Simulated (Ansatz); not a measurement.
# YPt2 squeezed and stretched

A database entry relaxed whole under r2SCAN (Fd-3m):

```xyz
6
Lattice="0.0000 3.8240 3.8240 3.8240 0.0000 3.8240 3.8240 3.8240 0.0000" Properties=species:S:1:pos:R:3 pbc="T T T"
Y     0.0000    0.0000    0.0000
Y     1.9120    1.9120    1.9120
Pt    4.7800    4.7800    4.7800
Pt    4.7800    2.8680    2.8680
Pt    2.8680    2.8680    4.7800
Pt    2.8680    4.7800    2.8680
```

The cell was scaled uniformly, its shape held, and the atoms relaxed at each volume with plane-wave PAW DFT (Ansatz 0.2.0; r2SCAN, 500 eV, 8×8×8 Γ-centred mesh, fermi-dirac occupations of width 0.100 eV; no spin, no spin-orbit coupling). One row is withheld.

```csv
volume (Å³/atom),energy over the lowest (meV/atom),pressure (GPa)
17.521,41.3,12.75
17.893,17.4,7.98
18.266,4.1,3.74
18.639,0.0,-0.03
19.012,4.2,-3.37
19.385,?,?
19.757,33.8,-8.99
```

Task: Fit the pressures of the other rows to the third-order Birch-Murnaghan form.

Result: With f = [(V₀/V)^(2/3) − 1]/2 and P = 3B₀f(1 + 2f)^(5/2)[1 + 3(B₀′ − 4)f/2], least squares gives V₀ = 18.64 Å³ an atom, B₀ = 178 GPa and B₀′ = 4.9; the rows miss the fit by less than 0.01 GPa. The slope of the energies differs from these pressures by 0.07 GPa, since they are taken to zero smearing while pressures follow the free energy.

Task: What does the withheld row hold?

Result: The fit gives -6.35 GPa at 19.385 Å³; the run gave -6.35 GPa and 15.7 meV an atom.

Caveats: the shape of the cell was held; 0 K, fixed nuclei; the symmetry was kept, and this need not be the phase that is stable at 0 K; one mesh for all volumes; pressure is positive in compression.
